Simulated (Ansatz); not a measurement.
## Perturbing Cs₃CdBr₅

Base: a computed structure from the Materials Project (it need not be an observed phase), ions relaxed with PBE at fixed cell.

Space group I4/mcm (No. 140); a = 9.6581, c = 15.9712 Å.

| site | Wyckoff | site symmetry | x | y | z |
| --- | --- | --- | --- | --- | --- |
| Cs1 | 8h | m.2m | 0.6572 | 0.1572 | 0.0000 |
| Cs5 | 4a | 422 | 0.0000 | 0.0000 | 0.7500 |
| Cd | 4b | -42m | 0.5000 | 0.0000 | 0.2500 |
| Br9 | 16l | ..m | 0.1515 | 0.6515 | 0.1505 |
| Br17 | 4c | 4/m.. | 0.0000 | 0.0000 | 0.0000 |

One atom of each set is listed; the run and its k-mesh use a cell of 18 atoms with edges of 10.51, 10.51, 10.51 Å.

Level of theory: DFT, PBE, plane waves and PAW, scalar-relativistic, 420 eV cutoff, Γ-centred 4×4×4 k-points, Fermi–Dirac smearing 0.02 eV (Ansatz 0.2.0). The variant's k-mesh is 3×3×3.

Problem. Variant: all 8 Br of one site replaced by F, ions relaxed, the cell held. What happens to the gradients (10²¹ V/m²)?

Solution. 

| site | atoms alike | V_zz base | η base | V_zz variant | η variant |
| --- | --- | --- | --- | --- | --- |
| Cs1 | 4 | -6.07 | 0.14 | -4.99 | 0.67 |
| Cs5 | 2 | -2.18 | 0.00 | -3.93 | 0.00 |
| Cd | 2 | -1.90 | 0.00 | -10.30 | 0.00 |
| Br9 | 8 | 23.4 | 0.00 | F 7.63 | 0.08 |
| Br17 | 2 | 0.56 | 0.00 | 1.59 | 0.00 |

The largest change of V_zz among the elements kept is on Cd, from -1.90 to -10.30. Where |V_zz| stays above 0.1, η moves most on Cs1, from 0.14 to 0.67.

The F atoms stand 3.05 Å apart, so this is an ordered compound, not a dilute alloy. The relaxation keeps the symmetry of the start, which can hold atoms on axes and η at zero.

Without spin–orbit coupling (the program notes it for Cd and Cs) the gradients are little affected as a rule: paired runs on crystals with a gap mostly move them by under 2 % at such atoms.
